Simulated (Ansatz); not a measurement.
Input:

PbS:
Space group P6₃/mmc (No. 194); a = 4.123 Å, b = 4.123 Å, c = 7.333 Å, α = 90.00°, β = 90.00°, γ = 120.00°

| atom | site | symmetry | x | y | z |
|---|---|---|---|---|---|
| Pb | 2a | -3m. | 0.0000 | 0.0000 | 0.0000 |
| S | 2d | -6m2 | 0.6667 | 0.3333 | 0.2500 |

This is the r²SCAN-relaxed structure.

All from r²SCAN (plane waves, PAW; program Ansatz), unless another level is named. Predict the HSE06 gap on the r²SCAN cell.

0.32 eV.

Predict the electron effective mass.

0.14, 0.15, 0.79 mₑ (principal values).

Predict the valence-band maximum.

at Γ.

Space group P6_3/mmc (NiAs type). The first step of the workflow began from a Materials Project structure, measured or hypothetical; the Crystallography Open Database copy checked does not list it. It is not the phase usual at ambient conditions (space group No. 225). Symmetry was held in the r²SCAN relaxation; whether a distortion lowers the energy is not shown. Spin–orbit coupling is left out wherever it is not named.

Potentials: the later of the program's two PAW sets.
